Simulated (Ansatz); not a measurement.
Relaxed Cd (hcp, Mg type):

```yaml
crystal:
  lattice:
    - [5.92413, 0.00000, 0.00000]
    - [-1.48103, 2.56522, 0.00000]
    - [0.00000, 0.00000, 5.80108]
  atoms:
    - { symbol: Cd, position: [0.16667, 0.66667, 0.75000] }
    - { symbol: Cd, position: [0.66667, 0.66667, 0.75000] }
    - { symbol: Cd, position: [0.33333, 0.33333, 0.25000] }
    - { symbol: Cd, position: [0.83333, 0.33333, 0.25000] }
```

A phonon eigenvector at M = (0.5, 0.0, 0.0) is frozen into this cell: atom i moves by Q times the vector below, so Q is the largest atomic displacement, in Å. The cell is held. (q is in reciprocal vectors of the primitive cell; the cell shown is doubled to hold the pattern.)

```csv
atom,x,y,z
Cd1,0.866,0.500,0.000
Cd2,-0.866,-0.500,0.000
Cd3,0.866,0.500,0.000
Cd4,-0.866,-0.500,0.000
```

Level of theory: r2SCAN (plane waves to 500 eV, PAW, scalar-relativistic; Ansatz, an electronic-structure program). k mesh 9×18×8 (Γ-centred), Fermi-Dirac smearing 0.05 eV. Energies are smeared free energies. Compression counts positive. With partly filled bands, energies and forces of such displacements shift with the k mesh and the smearing. Cd was relaxed with its symmetry unable to fall. The PAW data are Ansatz's earlier set. The zero of ΔE is the undisplaced structure.

```
Q (Å)   P (GPa)  −dE/dQ from forces (eV/Å)  ΔE (meV/cell)
------  -------  -------------------------  -------------
-0.180      4.5                          …              …
-0.150      3.1                      6.699              …
-0.120      2.0                      5.131            295
-0.090      1.1                      3.714            163
-0.060      0.5                      2.410             71
-0.030      0.1                      1.181             18
0.000       0.0                      0.000              0
0.030       0.1                     -1.181             18
0.060       0.5                     -2.410             71
0.090       1.1                     -3.714            163
0.120       2.0                     -5.131            295
0.150       3.1                     -6.699              …
0.180       4.5                          …              …
```

Some entries are withheld; supply them.


- -0.180, −dE/dQ from forces (eV/Å): 8.464
- -0.180, ΔE (meV/cell): 699
- -0.150, ΔE (meV/cell): 472
- 0.150, ΔE (meV/cell): 472
- 0.180, −dE/dQ from forces (eV/Å): -8.464
- 0.180, ΔE (meV/cell): 699

(For displaced atoms, the force is minus the slope of the energy, and its curvature is a force constant, which sets phonon frequencies.)
